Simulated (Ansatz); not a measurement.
A geometry of Si2W away from equilibrium: step 2 of the relaxation of a relaxed Si2W cell displaced along its unstable phonon at q = (0, 0, ½) of its primitive reciprocal cell (103i cm⁻¹), largest move 0.15 Å. All values below come from r2SCAN (plane waves to 500 eV, PAW, scalar-relativistic; Ansatz, a first-principles code). Γ-centred k-mesh 9×9×7 on the run's cell (coarser than for final values), Fermi–Dirac smearing 0.05 eV. The plane waves were selected for a different cell earlier on the path.

```yaml
crystal:
  lattice:
    - [4.22464, 0.00000, 0.00000]
    - [-2.11232, 3.82920, 0.00000]
    - [0.00000, 0.00000, 5.15146]
  atoms:
    - { symbol: W, position: [0.03511, 0.07022, 0.00000] }
    - { symbol: W, position: [0.96489, 0.92978, 0.50000] }
    - { symbol: Si, position: [0.33656, 0.67312, 0.24954] }
    - { symbol: Si, position: [0.33656, 0.67312, 0.75046] }
    - { symbol: Si, position: [0.66344, 0.32688, 0.25046] }
    - { symbol: Si, position: [0.66344, 0.32688, 0.74954] }
```

Task: What forces act on the atoms (eV/Å)?

Result: 
| atom | Fx | Fy | Fz |
|---|---|---|---|
| W1 | 0.00 | 1.76 | 0.00 |
| W2 | 0.00 | -1.76 | 0.00 |
| Si3 | 0.00 | 0.28 | -0.27 |
| Si4 | 0.00 | 0.28 | 0.27 |
| Si5 | 0.00 | -0.28 | 0.27 |
| Si6 | 0.00 | -0.28 | -0.27 |

The path ends in Cmcm (No. 63). No spin polarisation in the result.

The run could not lose the symmetry of its start, so the end can be a saddle point.

The end of the path is a generated cell of Si2W: the first start was made by placing the elements on the sites of a structure type, and the end was not matched to a known phase here, so it may be hypothetical. Known forms of Si2W include space group No. 139.
